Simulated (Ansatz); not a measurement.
Values for one crystal, relaxed and computed with the program Ansatz at the r²SCAN level (PAW); other levels are named.

* **Volume per atom**: 11.08 Å³
* **Electronic character**: metallic (no gap)
* **Density of states at the Fermi level**: 0.32 states/eV per atom (mean over ±0.08 eV)
* **Formation energy from the elements (no fitted shifts)**: -0.30 eV/atom
* **Bulk modulus (Birch–Murnaghan fit)**: 2680 kbar
* **Pressure derivative B′**: 4.4

Problem. Pick the material that matches.
A) BAs, CsCl type
B) BP, CsCl type
C) WC, CsCl type
D) AlB2W2, Cmmm (Al on 2a, W on 4j, B on 4i)

Solution. D, AlB2W2, Cmmm (Al on 2a, W on 4j, B on 4i)

The start of the workflow was typed in or built on a structure type; neither database checked (COD, Materials Project) lists it. Its standing as an ambient phase is unchecked. The cell was relaxed with r²SCAN under the symmetry of its start; its stability against distortions is not shown here. No spin polarisation was allowed. The references are the lowest solids computed at this level, not always the standard phases. Scalar-relativistic: spin–orbit coupling is off unless named, which matters more the heavier the elements.

Potentials: the earlier of the program's two PAW sets.
